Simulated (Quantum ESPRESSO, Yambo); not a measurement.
## MgS under isotropic strain

```
CELL_PARAMETERS angstrom
      0.00000     2.82619     2.82619
      2.82619     0.00000     2.82619
      2.82619     2.82619     0.00000
ATOMIC_POSITIONS crystal
  Mg 0.00000 0.00000 0.00000
  S  0.25000 0.25000 0.25000
```

MgS (zinc blende, space group F-43m, No. 216) under isotropic strain (on all lattice vectors), counted from the cell relaxed with PBEsol, atoms relaxed at each step. PBEsol (Quantum ESPRESSO, PseudoDojo norm-conserving, 84 Ry, no spin-orbit coupling); G0W0 and BSE in Yambo (4×4×4 Γ-centred k mesh, bands 5 to 100 and a 10 Ry block in the screening, 100 bands in G with the Bruneval-Gonze terminator, plasmon pole fitted at 27.2 eV; BSE 10×10×10 mesh, 3 valence and 1 conduction bands, static screening with 22 bands and a 4 Ry block, scissor from each state's G0W0).

```csv
strain (%),pressure (GPa),PBEsol gap (eV),kind,G0W0 direct gap (eV),lowest vertical BSE state (eV),RPA ε∞ along x
-3,6.3,3.61,indirect,5.69 at Γ,not resolved,3.88
-1.5,2.9,3.54,direct,5.43 at Γ,not resolved,3.84
-0.7,1.3,3.41,direct,5.30 at Γ,not resolved,3.83
0,0.0,3.31,direct,5.20 at Γ,not resolved,3.83
+1,-1.6,3.17,direct,5.03 at Γ,not resolved,3.82
+2,-3.0,3.03,direct,4.87 at Γ,not resolved,3.81
```

Between -0.7 % and +1 % the direct gap at Γ has a volume deformation potential dE/dlnV of -5.4 eV in G0W0 and -4.8 eV in PBEsol.

Between -3 % and -1.5 % the PBEsol gap turns from indirect to direct. GW, BSE and RPA settings are held fixed; their convergence isn't established. Strains are linear. 

This is not the ordinary phase of the substance; no match was found in the copy of COD used, and its stability was not checked.
